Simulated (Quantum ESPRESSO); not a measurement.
# Band energies of SnS2

```xyz
6
Lattice="3.6696 0.0000 0.0000 -1.8348 3.1780 0.0000 0.0000 0.0000 11.6441" Properties=species:S:1:pos:R:3 pbc="T T T"
S      1.8348     1.0593     8.7550
S      0.0000     2.1187     2.9329
S      0.0000     0.0000    11.6213
S      0.0000     0.0000     5.7992
Sn     0.0000     2.1187     7.2785
Sn     1.8348     1.0593     1.4564
```

PBEsol (Quantum ESPRESSO, PseudoDojo norm-conserving, 72 Ry, with spin-orbit coupling); path ΓMKΓALHA,LM,KH; energies in eV from the valence-band maximum.

| k (1/Å) | point | band 52 | band 53 | band 54 | band 55 | band 56 | band 57 | band 58 | band 59 |
|---|---|---|---|---|---|---|---|---|---|
| 0.00 | Γ | -0.01 | 1.60 | 1.60 | 2.89 | 2.89 | 3.30 | 3.30 | 3.44 |
| 0.40 |  | -0.07 | 2.33 | 2.34 | 2.64 | 2.64 | 4.21 | 4.22 | 4.66 |
| 0.99 | M | -0.36 | 0.97 | 0.97 | 1.43 | 1.43 | 4.15 | 4.15 | 4.53 |
| 1.56 | K | -0.38 | 2.42 | 2.42 | 2.42 | 2.43 | 5.07 | 5.07 | 5.36 |
| 1.75 |  | -0.46 | 2.27 | 2.27 | 2.50 | 2.51 | 4.95 | 4.96 | 5.49 |
| 2.32 |  | -0.03 | 2.61 | 2.61 | 2.73 | 2.73 | 4.54 | 4.58 | 4.69 |
| 2.70 | Γ | -0.01 | 1.60 | 1.60 | 2.89 | 2.89 | 3.30 | 3.30 | 3.44 |
| 2.70 | A | -0.37 | 2.39 | 2.39 | 2.39 | 2.39 | 3.37 | 3.37 | 3.37 |
| 3.03 |  | -0.31 | 2.61 | 2.61 | 2.61 | 2.61 | 4.34 | 4.34 | 4.34 |
| 3.52 |  | -0.54 | 1.45 | 1.45 | 1.46 | 1.46 | 4.34 | 4.34 | 4.34 |
| 3.69 | L | -0.57 | 1.36 | 1.36 | 1.36 | 1.36 | 4.26 | 4.26 | 4.26 |
| 4.07 |  | -0.72 | 2.20 | 2.20 | 2.21 | 2.21 | 5.36 | 5.36 | 5.56 |
| 4.26 | H | -0.95 | 2.26 | 2.26 | 2.27 | 2.27 | 5.67 | 5.67 | 5.74 |
| 4.39 |  | -0.72 | 2.28 | 2.28 | 2.28 | 2.28 | 5.46 | 5.46 | 5.64 |
| 4.77 |  | -0.28 | 2.48 | 2.48 | 2.48 | 2.48 | 4.97 | 4.97 | 5.20 |
| 5.15 |  | -0.32 | 2.69 | 2.69 | 2.69 | 2.69 | 4.13 | 4.13 | 4.16 |
| 5.40 | A | -0.37 | 2.39 | 2.39 | 2.39 | 2.39 | 3.37 | 3.37 | 3.37 |
| 5.40 | L | -0.57 | 1.36 | 1.36 | 1.36 | 1.36 | 4.26 | 4.26 | 4.26 |
| 5.67 | M | -0.36 | 0.97 | 0.97 | 1.43 | 1.43 | 4.15 | 4.15 | 4.53 |
| 5.67 | K | -0.38 | 2.42 | 2.42 | 2.42 | 2.43 | 5.07 | 5.07 | 5.36 |
| 5.94 | H | -0.95 | 2.26 | 2.26 | 2.27 | 2.27 | 5.67 | 5.67 | 5.74 |

The PBEsol gap is indirect, 0.97 eV, from 83 % of the way from K to Γ to M; the smallest direct gap is 1.33 eV. Another valence extremum on the path lies within 0.02 eV, too close to call.

Geometry relaxed with PBE+D3(BJ).

This is not the ordinary phase of the substance; no match was found in the copy of COD used, and its stability was not checked.
